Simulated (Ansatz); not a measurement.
Here is the system:

In$_{2}$Ni$_{21}$B$_{6}$:
```
In2Ni21B6
1.0
    0.00000     5.24478     5.24478
    5.24478     0.00000     5.24478
    5.24478     5.24478     0.00000
In Ni B
2 21 6
Direct
  0.25000   0.25000   0.25000
  0.75000   0.75000   0.75000
  0.84160   0.38613   0.38613
  0.15840   0.61387   0.61387
  0.61387   0.61387   0.15840
  0.38613   0.38613   0.84160
  0.38613   0.84160   0.38613
  0.61387   0.15840   0.61387
  0.61387   0.61387   0.61387
  0.38613   0.38613   0.38613
  0.66389   0.33611   0.00000
  0.33611   0.66389   0.00000
  0.00000   0.00000   0.33611
  0.00000   0.00000   0.66389
  0.00000   0.66389   0.33611
  0.00000   0.33611   0.66389
  0.33611   0.00000   0.00000
  0.66389   0.00000   0.00000
  0.33611   0.00000   0.66389
  0.66389   0.00000   0.33611
  0.00000   0.33611   0.00000
  0.00000   0.66389   0.00000
  0.00000   0.00000   0.00000
  0.72709   0.72709   0.27291
  0.27291   0.27291   0.72709
  0.27291   0.72709   0.72709
  0.72709   0.27291   0.27291
  0.72709   0.27291   0.72709
  0.27291   0.72709   0.27291
```
The run is spin-polarised; directions of the spins, atom by atom: 0 0 0 0 0 0 0 0 0 0 0 0 0 0 0 0 0 0 0 0 0 0 ↑ 0 0 0 0 0 0.

This is the r²SCAN-relaxed structure.

### Question
All from the program Ansatz at the r²SCAN level (PAW), unless another level is named. Predict the electronic character.

### Answer
metallic (no gap).

### Question
Next, the density of states at the Fermi level?

### Answer
0.49 states/eV per atom (mean over ±0.08 eV).

### Question
Predict the formation energy from the elements (no fitted shifts).

### Answer
-0.26 eV/atom.

Space group Fm-3m. The workflow started from a Materials Project entry (that database holds measured and hypothetical structures alike); the Crystallography Open Database files this formula in space group No. 225, but the cells were not matched. Whether it is the stable phase at ambient conditions was not checked. The cell was relaxed with r²SCAN under the symmetry of its start; its stability against distortions is not shown here. Spin order of the final state: ferromagnetic, the only order run, not a proven ground state. Other orbital occupations within this spin state were not tried. The references are the lowest solids computed at this level, not always the standard phases. Spin–orbit coupling is left out wherever it is not named.

Potentials: the later of the program's two PAW sets.
